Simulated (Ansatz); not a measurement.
CoSi2:
```
CELL_PARAMETERS angstrom
      0.00000     2.65748     2.65748
      2.65748     0.00000     2.65748
      2.65748     2.65748     0.00000
ATOMIC_POSITIONS crystal
  Co 0.00000 0.00000 0.00000
  Si 0.25000 0.25000 0.25000
  Si 0.75000 0.75000 0.75000
```

Relaxed with r²SCAN. Special points in fractions of this cell's reciprocal vectors: Γ (0.000, 0.000, 0.000); X (0.500, 0.000, 0.500); U (0.625, 0.250, 0.625); K (0.375, 0.375, 0.750); L (0.500, 0.500, 0.500); W (0.500, 0.250, 0.750).

Problem. List the band energies nearest the Fermi level at these points for DFT-r²SCAN in the program Ansatz with PAW potentials.

Solution. In eV from the Fermi level; about four levels below and three above (degenerate sets whole), none deeper than 8.9 eV; points with the same levels are listed once.

```csv
k,below,above
Γ,-4.35 -4.35 -4.35 -2.09 -2.09,1.50 3.58 3.58 3.58
X,-2.08 -2.01 -2.01 -1.45,1.94 3.20 8.96
U,-2.32 -1.81 -1.32 -1.06,2.31 5.37 6.27
L,-1.73 -1.73 -0.56 -0.56,3.24 3.72 3.72
W,-2.41 -2.41 -2.01 -1.58 -0.75,4.05 4.05 6.27
```

Space group Fm-3m (fluorite or antifluorite type). The r²SCAN relaxation kept the symmetry of its start; of distortions, only those at the zone centre were tested. The workflow began spin-polarised and lost its moments.

Potentials: the later of the program's two PAW sets.
